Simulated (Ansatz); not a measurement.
TiO2 (rutile) was relaxed and computed twice in Ansatz (plane waves, PAW), once with HSE06 and once with PBE.

```json
[
 {"": "cell", "run 1": "a = b = 4.581 Å, c = 2.944 Å, α = β = γ = 90.00°", "run 2": "a = b = 4.643 Å, c = 2.964 Å, α = β = γ = 90.00°"},
 {"": "gap (eV)", "run 1": "3.44", "run 2": "1.86"},
 {"": "B₀ by P(V) fit (GPa)", "run 1": "231", "run 2": "199"}
]
```

**Question.** Which run used which functional?

**Answer.** Run 1 is HSE06, run 2 is PBE.

All cells were relaxed under the symmetry of their starts (and spin orders); stability against distortions was not tested throughout. Rows with no word on spin ran without spin polarisation.

Potentials: the later of the program's two PAW sets.

Ansatz (a first-principles code) is a plane-wave DFT program.
